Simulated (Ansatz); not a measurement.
Hf3N4: from a starting cell to a relaxed one

The start is a generated cell, Hf3N4 built in a common structure type. Cell shape, volume and atoms are optimised at zero target pressure with r2SCAN (plane waves to 500 eV, PAW, scalar-relativistic; Ansatz, a program for electronic structure). First-step values are on the input's coarse k-mesh.

Ansatz input (later rounds restart from its end on a renewed k-mesh):
Ansatz 0.2 input:
```yaml
crystal:
  lattice:
    - [-3.35, 3.35, 3.35]
    - [3.35, -3.35, 3.35]
    - [3.35, 3.35, -3.35]
  atoms:
    - { symbol: Hf, position: [0.25, 0.625, 0.375] }
    - { symbol: Hf, position: [0.75, 0.875, 0.125] }
    - { symbol: Hf, position: [0.375, 0.25, 0.625] }
    - { symbol: Hf, position: [0.125, 0.75, 0.875] }
    - { symbol: Hf, position: [0.625, 0.375, 0.25] }
    - { symbol: Hf, position: [0.875, 0.125, 0.75] }
    - { symbol: N, position: [0.166, 0.166, 0.166] }
    - { symbol: N, position: [0.5, 0, 0.334] }
    - { symbol: N, position: [0, 0.334, 0.5] }
    - { symbol: N, position: [0.334, 0.5, 0] }
    - { symbol: N, position: [0.666, 0.666, 0.666] }
    - { symbol: N, position: [0.5, 0, 0.834] }
    - { symbol: N, position: [0.834, 0.5, 0] }
    - { symbol: N, position: [0, 0.834, 0.5] }
basis: { ecutwfc: 500, ecutrho_ratio: 4, xc_grid: 4, fft_grid_basis: typed }
kpoints: { mp_grid: { grid: [4, 4, 4] } }
hamiltonian:
  xc: r2scan
  dispersion: none
  pseudopotentials: { kind: paw }
scf: { occupations: { method: fermi_dirac, width: 0.05 } }
relax: { f_tol: 0.01, max_steps: 100, cell: { stress_tol: 0.02 } }
output: { forces: true, stress: true }
```

**Question.** What pressure does the first self-consistent step give?

**Answer.** -5.2 GPa (negative: the cell is under tension).

**Question.** What is the largest force in the starting geometry, and on which atom (counted from 1)?

**Answer.** 1.31 eV/Å, on N7, N8, N9, N10, N11, N12, N13, N14 (atoms numbered as listed).

**Question.** By how much does the energy per atom fall from start to end?

**Answer.** 73 meV/atom.

**Question.** How does the volume per atom move from start to end?

**Answer.** +0.4 %, from 10.74 to 10.78 Å³/atom.

**Question.** How do the shortest distances between atoms change?

**Answer.** The closest pairs of elements (up to four, under 3.6 Å), start → end: Hf–N 2.32 → 2.19 Å; N–N 2.50 → 2.63 Å; Hf–Hf 3.13 → 3.14 Å.

**Question.** Is the relaxed structure metallic? Give its gap.

**Answer.** 1.36 eV, direct at Γ (no spin-orbit coupling).

**Question.** What does it relax into? Give the structure.

**Answer.** 
Space group I-43d (No. 220); a = b = c = 6.7079 Å, α = β = γ = 90.00°

```csv
atom,site,symmetry,x,y,z
Hf,12a,-4..,0.0000,0.2500,0.3750
N,16c,.3.,0.0648,0.0648,0.0648
```
(The calculation used a cell of 14 atoms; values per cell refer to that cell.)

The space group stays I-43d (No. 220) (the run could not lower it), with 14 atoms in the primitive cell. Final values are on a 6×6×6 k-mesh of the relaxed cell. No spin polarisation in the result.

The run could not lose the symmetry of its start.

The first start was generated by placing the elements on the sites of a structure type. A measured structure of Hf3N4 has the same space group, I-43d (No. 220); the sites were not compared with it.
